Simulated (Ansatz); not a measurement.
GaAs:
```xyz
2
Lattice="0.0000 2.8722 2.8722 2.8722 0.0000 2.8722 2.8722 2.8722 0.0000" Properties=species:S:1:pos:R:3 pbc="T T T"
As     4.3084     4.3084     4.3084
Ga     0.0000     0.0000     0.0000
```

This is the PBE-relaxed structure.

Question: All from the program Ansatz at the PBE level (PAW), unless another level is named. Give the hole effective mass, band 3 of 3 at the edge.

Answer: 0.010 along [100], 0.010 along [110], 0.010 along [111] (mₑ).

Question: And the valence-band maximum?

Answer: at Γ.

Space group F-43m (zinc blende). The PBE relaxation kept the symmetry of its start. Spin–orbit coupling is left out wherever it is not named.

Potentials: the later of the program's two PAW sets.

Edges and masses are those of Kohn–Sham bands, whose gap is no quasiparticle gap.
